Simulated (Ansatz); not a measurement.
Calculated Sb-121 NMR of the central transition for TlSb₄F₁₃

Cell: a structure deposited in the COD whose atoms were relaxed with PBE, the cell held.

```cif
data_TlSb4F13
_symmetry_space_group_name_H-M 'I4/m'
_symmetry_Int_Tables_number 87
_cell_length_a 9.6370
_cell_length_b 9.6370
_cell_length_c 6.5840
_cell_angle_alpha 90.000
_cell_angle_beta 90.000
_cell_angle_gamma 90.000
loop_
_atom_site_label
_atom_site_type_symbol
_atom_site_symmetry_multiplicity
_atom_site_Wyckoff_symbol
_atom_site_fract_x
_atom_site_fract_y
_atom_site_fract_z
Tl Tl 2 b 0.0000 0.0000 0.5000
Sb Sb 8 h 0.2775 0.9934 0.0000
F6 F 2 a 0.0000 0.0000 0.0000
F7 F 8 h 0.3772 0.9390 0.5000
F11 F 16 i 0.1129 0.7909 0.7789
```

One atom of each set is listed; the run and its k-mesh use a cell of 18 atoms with edges of 7.57, 7.57, 7.57 Å.

Level of theory: DFT, PBE, plane waves and PAW, scalar-relativistic, 420 eV cutoff, Γ-centred 4×4×4 k-points, Fermi–Dirac smearing 0.02 eV (Ansatz 0.2.0).

Sb-121 has I = 5/2 and Q = -543.0 mb (Pyykkö 2018); at 35.2 T its Larmor frequency is ν₀ = 361.0 MHz (from the bare nuclear moment; shielding lowers the observed one by a per cent or two). Only the quadrupole interaction is simulated: positions count from each site's isotropic chemical shift, and shift anisotropy, dipolar and J coupling are left out.

**Question.** Simulate the second-order pattern (static powder, Gaussian broadening 500 kHz) of site Sb (3 F at 1.97–1.99 Å).

**Answer.** The calculation gives C_Q = 418 MHz and η = 0.15, so ν_Q = 62.6 MHz and the centre of gravity lies at -8092 ppm (-2921 kHz).

(offset (kHz), height): (-12082.7, 0), (-11255.0, 20), (-10427.3, 60), (-9599.6, 69), (-8772.0, 88), (-7944.3, 100), (-7116.6, 72), (-6288.9, 61), (-5461.2, 55), (-4633.5, 52), (-3805.8, 49), (-2978.2, 48), (-2150.5, 47), (-1322.8, 46), (-495.1, 46), (332.6, 38), (1160.3, 38), (1988.0, 42), (2815.7, 47), (3643.3, 57), (4471.0, 86), (5298.7, 85), (6126.4, 22), (6954.1, 0)

At Sb V_zz stands upright on the plane through its three neighbours (within 1°).

With ν_Q/ν₀ up to 0.17, terms beyond second order are no longer negligible.

Without spin–orbit coupling (the program notes it for Sb) the gradients are little affected as a rule: paired runs on crystals with a gap mostly move them by under 2 % at such atoms. With these PAW files V_zz is typically within 2 to 3 % of all-electron values, but misses above 10 % occur on Sb.

The relaxation (7 steps) took 3 min of wall time (3 min of CPU time) and 0.78 GiB at its peak, on 1 thread of Arm Neoverse V2 (aarch64; 8 cores open to the job, memory cap 3.0 GiB, no GPU), a shared host with a load of 0.5 a core.
